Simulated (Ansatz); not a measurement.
The cell below belongs to a search over invented structures; it isn't taken from experiment.

Input and command of a plane-wave DFT calculation in Ansatz:

```yaml
crystal:
  lattice:
    - [-1.4660566677, 1.4660566677, 11.297045114]
    - [1.4660566677, -1.4660566677, 11.297045114]
    - [1.4660566677, 1.4660566677, -11.297045114]
  atoms:
    - { symbol: Mg, position: [0.0, 0.0, 0.0] }
    - { symbol: Mg, position: [0.4035060897, 0.4035060897, 0.0] }
    - { symbol: Mg, position: [0.5964939103, 0.5964939103, 0.0] }
    - { symbol: Zn, position: [0.7870167928, 0.7870167928, 0.0] }
    - { symbol: Zn, position: [0.2129832072, 0.2129832072, 0.0] }
    - { symbol: O, position: [0.9040141202, 0.9040141202, 0.0], spin: 1.0 }
    - { symbol: O, position: [0.0959858798, 0.0959858798, 0.0], spin: 1.0 }
    - { symbol: O, position: [0.5, 0.5, 0.0], spin: 1.0 }
basis:
  ecutwfc: 420
kpoints:
  mp_grid: { grid: [8, 8, 8] }
hamiltonian:
  xc: pbe
scf:
  occupations: { method: gaussian, width: 0.1 }
  lower_state_search: "off"
output:
  forces: true
  stress: true
  eigenvalues: true
  populations: true
magnetization:
  spin_polarized: true
```

```bash
ansatz run input.yaml --threads 1 --pin off --max-ram 2560MiB --backend cpu --events-out ev --progress --plain --runs-dir out
```

Processor: Arm Neoverse V2, 1 thread, on a host shared with other jobs.

Q: Estimate time, memory and problem size.

A: About 62 s, peak memory 0.58 GiB. It solves 46 bands at 59 k points (after reduction by symmetry) with about 1865 plane waves, in 20 SCF iterations.
